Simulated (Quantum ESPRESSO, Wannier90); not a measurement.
Tl (bcc (W type), model phase): Wannier90 run

```yaml
crystal:
  lattice:
    - [-1.95599, 1.95599, 1.95599]
    - [1.95599, -1.95599, 1.95599]
    - [1.95599, 1.95599, -1.95599]
  atoms:
    - { symbol: Tl, position: [0.00000, 0.00000, 0.00000] }
```

Structure: Materials Project mp-39, symmetrised, not relaxed again. This isn't the element's usual structure (hcp); take it as a model of another phase. Level: PBEsol, no spin polarisation, no spin-orbit coupling; pw.x of Quantum ESPRESSO at 50 Ry with PseudoDojo potentials, 12×12×12 k-points, Wannier90. Density: 16×16×16 mesh, cold smearing 0.01 Ry. Spin-orbit coupling is left out although heavy elements are present.

Energies are relative to the Fermi level.

**Bands.** No gap over 0.05 eV opens at the Fermi level at this level of theory. 1 filled group is cut off by gaps; the highest, bands 1–5, spans -11.71 to -10.88 eV and is Tl 5d 99 %.

**Model.** 4 functions (Tl sp) from bands 6-15, frozen to 1.50 eV, reach Ω_I = 6.87 Å² and follow pw.x to 11 meV rms (states up to 1.0 eV relative to the Fermi level).

**Frozen window.** Edge, Ω_I and misfit go -1.5 eV, 6.11 Å², 277 meV; 1.5 eV, 6.87 Å², 11 meV; 2.5 eV, 7.32 Å², 12 meV; 3.5 eV, 7.83 Å², 6.1 meV. Ω_I never falls as the edge rises, since each frozen state takes freedom from the choice of the smoothest subspace. The edges under the compared range leave its upper states unfrozen, and their misfit is the largest.

**No window.** Without a frozen window Ω_I drops to 5.96 Å² while the misfit grows to 467 meV: a small spread is no proof of good bands.

**Outer window.** The setting "outer window to 10.69 eV" raises Ω_I to 10.99 Å², as fewer states are left to mix in, and the misfit goes to 6.5 meV.

**Stops.** With the outer window to 9.39 eV the program stops (Energy window contains fewer states than number of target WFs).
